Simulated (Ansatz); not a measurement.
In plane-wave PAW PBE (Ansatz code), MoPd in the L1₀ or tetragonal B2 structure (P4/mmm) relaxes to a = 2.715 Å, c = 4.139 Å. Pd has 12 nearest neighbours from 2.72 Å (cuboctahedral); Mo has 12 nearest neighbours from 2.72 Å (cuboctahedral). Its formation energy from the elements is 0.021 eV/atom, with no fitted shifts.

Electronic character: metallic (no gap). Gap from PBE with spin–orbit coupling: none (metallic).

An equation-of-state fit gives a bulk modulus of 229 GPa.

The start of the workflow was typed in or built on a structure type; neither database checked (COD, Materials Project) lists it. Its standing as an ambient phase is unchecked. Symmetry was held in the PBE relaxation; whether a distortion lowers the energy is not shown. No spin polarisation was allowed. Axis ratios of metals converge slowly with the k-mesh, so a and c are less sure than the volume. The references are the lowest solids computed at this level, not always the standard phases. Scalar-relativistic: spin–orbit coupling is off unless named, which matters more the heavier the elements.

Potentials: the later of the program's two PAW sets.
